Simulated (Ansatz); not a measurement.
Several occupations of a hcp lattice at one composition, 14 Ti, 2 Al. Sites, in fractions of the cell 2.922 -5.061 0.000; 2.922 5.061 0.000; 0.000 0.000 9.351 Å:

| cell | sites |
| --- | --- |
| all | Ti (0.17 0.33 0.38), Ti (0.17 0.83 0.38), Ti (0.33 0.17 0.62), Ti (0.33 0.67 0.62), Ti (0.67 0.33 0.88), Ti (0.67 0.83 0.38), Ti (0.83 0.17 0.12), Ti (0.83 0.17 0.62), Ti (0.83 0.67 0.12), Ti (0.83 0.67 0.62) |
| 1 | Al (0.33 0.17 0.12), Al (0.33 0.67 0.12), Ti (0.17 0.33 0.88), Ti (0.17 0.83 0.88), Ti (0.67 0.33 0.38), Ti (0.67 0.83 0.88) |
| 2 | Al (0.17 0.83 0.88), Al (0.67 0.33 0.38), Ti (0.17 0.33 0.88), Ti (0.33 0.17 0.12), Ti (0.33 0.67 0.12), Ti (0.67 0.83 0.88) |
| 3 | Al (0.17 0.33 0.88), Al (0.67 0.83 0.88), Ti (0.17 0.83 0.88), Ti (0.33 0.17 0.12), Ti (0.33 0.67 0.12), Ti (0.67 0.33 0.38) |

Each was relaxed without symmetry on coarser meshes and computed once more. Theory: DFT PBE, scalar-relativistic, plane waves, PAW (Ansatz).

Plane waves to 420 eV, a k mesh through Γ of 7×7×4 on the computed 16-atom cell and Gaussian smearing (0.10 eV); no spin polarisation.

Warren–Cowley parameters of the first shell of the sublattice with most elements (negative: unlike neighbours preferred):
```tsv
cell	Al-Ti
1	0.05
2	-0.14
3	0.05
```

Cells 1 and 3 are most likely one occupation up to symmetry.

Forces of up to 0.03 eV/Å remain on the final mesh.

Question: Which occupation is lowest in energy, and by how much?

Answer: Cell 2.
| cell | E − E(lowest) (meV/atom) | V (Å³/atom) |
| --- | --- | --- |
| 2 | 0.0 | 17.13 |
| 1 | 14.0 | 17.17 |
| 3 | 14.0 | 17.17 |

Cost: 6 runs of about 29 core-minutes in all (earlier runs that led there not counted), on Intel Xeon Platinum 8375C (Ice Lake) (shared hosts).